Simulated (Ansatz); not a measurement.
Relaxed P (space group Cmce):

```
P
1.0
    1.65492    -5.64616     0.00000
    1.65492     5.64616     0.00000
    0.00000     0.00000     9.12693
P
8
Direct
  0.40603   0.59397   0.45675
  0.40603   0.59397   0.95675
  0.59397   0.40603   0.04325
  0.59397   0.40603   0.54325
  0.09397   0.90603   0.20675
  0.09397   0.90603   0.70675
  0.90603   0.09397   0.29325
  0.90603   0.09397   0.79325
```

The atoms are displaced by Q × the pattern below (from a DFPT mode at Z = (0.0, 0.0, 0.5), largest move 1; Q in Å), at fixed cell. It is one choice among 2 degenerate patterns. (q is in reciprocal vectors of the primitive cell; the cell shown is doubled to hold the pattern.)

```json
[
 {"atom": "P1", "x": "0.000", "y": "-0.003", "z": "-0.720"},
 {"atom": "P2", "x": "0.000", "y": "0.003", "z": "0.720"},
 {"atom": "P3", "x": "0.000", "y": "-0.049", "z": "0.896"},
 {"atom": "P4", "x": "0.000", "y": "0.049", "z": "-0.896"},
 {"atom": "P5", "x": "0.000", "y": "-0.260", "z": "-0.966"},
 {"atom": "P6", "x": "0.000", "y": "0.260", "z": "0.966"},
 {"atom": "P7", "x": "0.000", "y": "0.255", "z": "0.804"},
 {"atom": "P8", "x": "0.000", "y": "-0.255", "z": "-0.804"}
]
```

The numbers are results of PBE (plane waves to 420 eV, PAW, scalar-relativistic; Ansatz, a first-principles code), not measurements. k mesh 10×10×4 (Γ-centred), Fermi-Dirac smearing 0.05 eV. E stands for the smeared free energy. P was relaxed with its symmetry unable to fall. The relaxed volume of P is well above the measured one; the method has no dispersion term. The zero of ΔE is the undisplaced structure.

| Q (Å) | ΔE (meV/cell) |
|---|---|
| -0.180 | 2198 |
| -0.150 | 1539 |
| -0.120 | 991 |
| -0.090 | 560 |
| -0.060 | withheld |
| -0.030 | 62 |
| 0.000 | 0 |
| 0.030 | 62 |
| 0.060 | withheld |
| 0.090 | 560 |
| 0.120 | 991 |
| 0.150 | 1539 |
| 0.180 | 2198 |

Question: Fit an even polynomial form (powers 2, 4) to the given rows and predict ΔE at Q = -0.060.

Answer: Least squares on the 11 given rows: ΔE = (69610)·Q² + (-54440)·Q⁴, in meV/cell with Q in Å; root-mean-square residual 0.3 meV/cell. At -0.060 the fit gives 250 meV/cell; the calculation gives 249 meV/cell, so the interpolation is off by 1 (+0.4 %). The quadratic term alone would give 251 meV/cell.

(For displaced atoms, the force is minus the slope of the energy, and its curvature is a force constant, which sets phonon frequencies.)
